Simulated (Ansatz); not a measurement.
Si₃N₄:
Space group Fd-3m, origin choice 1 (No. 227); a = b = c = 7.7301 Å, α = β = γ = 90.00°

```
atom  site  symmetry       x       y       z
----  ----  --------  ------  ------  ------
Si     16c      .-3m  0.1250  0.1250  0.1250
Si      8b      -43m  0.5000  0.5000  0.5000
N      32e       .3m  0.3676  0.3676  0.3676
```
(The calculation used a cell of 14 atoms; values per cell refer to that cell.)

Relaxed with r²SCAN. Independent-particle spectrum: no excitons, no local fields, no scissors shift; 0.1 eV broadening; ε₁ of the summed bands alone.

Task: Tabulate the dielectric function from the program Ansatz at the r²SCAN level (PAW).

Result: 

```tsv
E (eV)	ε₁ xx	ε₂ xx
0.0	4.77	0.00
0.5	4.78	0.00
1.0	4.81	0.00
1.5	4.85	0.00
2.0	4.92	0.00
2.5	5.00	0.00
3.0	5.12	0.00
3.5	5.26	0.00
4.0	5.46	0.00
4.5	5.71	0.01
5.0	6.04	0.06
5.5	6.46	0.14
6.0	7.04	0.31
6.5	7.92	0.69
7.0	8.51	1.66
7.5	8.96	2.88
8.0	8.96	4.66
8.5	7.80	5.74
9.0	7.89	5.58
9.5	7.59	7.63
10.0	5.87	9.28
10.5	5.09	9.21
11.0	2.32	11.16
11.5	0.39	8.05
12.0	0.48	7.35
```

With all bands, ε∞ without local fields is 4.89. DFPT, with local fields, gives 4.90.

The r²SCAN relaxation kept the symmetry of its start; phonons on a q-mesh show no instability.

Potentials: the later of the program's two PAW sets.
